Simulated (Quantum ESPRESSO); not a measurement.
Li$_{4}$BrCl$_{3}$, space group Pm-3m (No. 221):

```yaml
crystal:
  lattice:
    - [5.23995, 0.00000, 0.00000]
    - [0.00000, 5.23995, 0.00000]
    - [0.00000, 0.00000, 5.23995]
  atoms:
    - { symbol: Li, position: [0.00000, 0.00000, 0.00000] }
    - { symbol: Br, position: [0.50000, 0.00000, 0.00000] }
    - { symbol: Li, position: [0.00000, 0.50000, 0.50000] }
    - { symbol: Cl, position: [0.50000, 0.50000, 0.50000] }
    - { symbol: Li, position: [0.50000, 0.00000, 0.50000] }
    - { symbol: Cl, position: [0.00000, 0.00000, 0.50000] }
    - { symbol: Li, position: [0.50000, 0.50000, 0.00000] }
    - { symbol: Cl, position: [0.00000, 0.50000, 0.00000] }
```
The cell was made here from a computed Materials Project entry: one of 4 Cl replaced by Br, cell and atoms relaxed (PBE without dispersion, pw.x of a modified build of Quantum ESPRESSO, symmetry kept). The parent is LiCl in Fm-3m. The swapped cell is a model, not a known phase. Stability against distortions was not tested.

| site | Wyckoff letter | site symmetry |
|---|---|---|
| Li1 | c | 4/mmm |
| Br | b | m-3m |
| Li2 | a | m-3m |
| Cl | d | 4/mmm |

Cores are frozen.

Question: Where does symmetry force the field gradient to vanish or to be axial, and what does PBE PAW (JTH datasets; density from pw.x of Quantum ESPRESSO, gradients reconstructed from it by a script) give?

Answer: 
```csv
site,by symmetry,Vzz (a.u.),η_Q
Li1,"axial, η = 0 (an axis of order 3 or more)",under 0.02,–
Br,vanishes (cubic site),0,–
Li2,vanishes (cubic site),0,–
Cl,"axial, η = 0 (an axis of order 3 or more)",under 0.02,–
```
